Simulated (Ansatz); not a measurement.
## Mn3Al: do energies and stresses tell the same story?

All numbers below come from DFT PBEsol, scalar-relativistic, plane waves, PAW (Ansatz).

Plane waves to 420 eV, a k mesh through Γ of 12×12×12 on the computed 4-atom cell and Gaussian smearing (0.10 eV); collinear spin from starting moments -1.18 -1.18 2.4 0 μB.

Relaxed cell: Fm-3m, a = 5.683 Å, b = 5.683 Å, c = 5.683 Å, α = 90.00°, β = 90.00°, γ = 90.00°, 4 atoms in the primitive cell. Whether it is the stable form of this composition wasn't checked.

Energies at zero smearing and pressures from the stress tensor, at volumes with shape and atoms relaxed:
| V (Å³/atom) | E − E(first) (meV/atom) | P (GPa) |
| --- | --- | --- |
| 10.785 | 0.00 | 11.45 |
| 11.130 | -17.91 | 5.40 |
| 11.474 | -23.44 | 0.00 |
| 11.818 | -18.35 | -4.48 |
| 12.162 | -4.74 | -8.19 |

Task: Check P = −dE/dV between neighbouring volumes, and get the bulk modulus from the pressures alone.

Result: With 1 eV/Å³ = 160.2 GPa:
```json
{"middle V (Å³/atom)": "10.957", "−ΔE/ΔV (GPa)": "8.337", "mean P (GPa)": "8.427"}
{"middle V (Å³/atom)": "11.302", "−ΔE/ΔV (GPa)": "2.575", "mean P (GPa)": "2.701"}
{"middle V (Å³/atom)": "11.646", "−ΔE/ΔV (GPa)": "-2.372", "mean P (GPa)": "-2.240"}
{"middle V (Å³/atom)": "11.990", "−ΔE/ΔV (GPa)": "-6.334", "mean P (GPa)": "-6.333"}
```

The two differ by 0.13 GPa at most. The mean of two end pressures misses the average over a step by about ΔV² P″/12, up to 0.08 GPa here; with that taken off 0.06 GPa remains. The stress is the derivative of the free energy, not of the energy at zero smearing, and with free energies 0.02 GPa remains. The largest site moment goes from 1.65 to 2.60 μB along the series, which bends P(V). Around V = 11.474 Å³/atom, the two neighbours give B = −V ΔP/ΔV = 11.474 × 9.88 / 0.688 = 164.7 GPa, against B0 = 161.5 GPa from the Birch–Murnaghan fit of the energies.

Only this magnetic start was tried.